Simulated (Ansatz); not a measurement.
This cell of MoTe2 (2H-MoS2 type, space group P6_3/mmc) is off equilibrium:

```
MoTe2
1.0
    3.54214     0.00000     0.00000
   -1.77107     3.06758     0.00000
    0.00000     0.00000    14.18192
Mo Te
2 4
Cartesian
 -0.09469   1.95037  10.54175
  1.77107   1.02253   3.54548
  0.00000   2.04505   1.75102
  1.77107   1.02253   8.84198
  1.77107   1.02253  12.43090
  0.00000   2.04505   5.33994
```

Method: r2SCAN+rVV10 (plane waves to 500 eV, PAW, scalar-relativistic; Ansatz, a quantum-chemistry and plane-wave program). k mesh 9×9×2 (Γ-centred), Fermi-Dirac smearing 0.05 eV. The energy includes the smearing's −TS. Compression counts positive. As the smearing reaches across the gap at some points, energies and forces of such displacements shift with the k mesh and the smearing. MoTe2 is run without spin polarisation. MoTe2 was relaxed with its symmetry unable to fall. Spin-orbit coupling is left out, though Te is heavy.

Task: Predict the force on every atom, in eV/Å.

Result: 
```
atom      Fx      Fy      Fz
----  ------  ------  ------
Mo1    1.488   1.389   2.114
Mo2   -0.004  -0.004  -0.032
Te3   -0.005  -0.004   0.006
Te4   -0.904  -0.829  -1.339
Te5   -0.570  -0.548  -0.758
Te6   -0.005  -0.004   0.010
```

Task: What is the stress tensor (GPa)?

Result: 
```
    1.1      0.7      0.5
    0.7     -0.3      0.4
    0.5      0.4      0.9
```
The pressure, a third of the trace, is 0.6 GPa.

Task: In it atom 1 sits (-0.095, -0.095, -0.095) Å away from its relaxed site. What is its energy relative to the relaxed cell?

Result: 233 meV/cell.

(For displaced atoms, the force is minus the slope of the energy, and its curvature is a force constant, which sets phonon frequencies.)
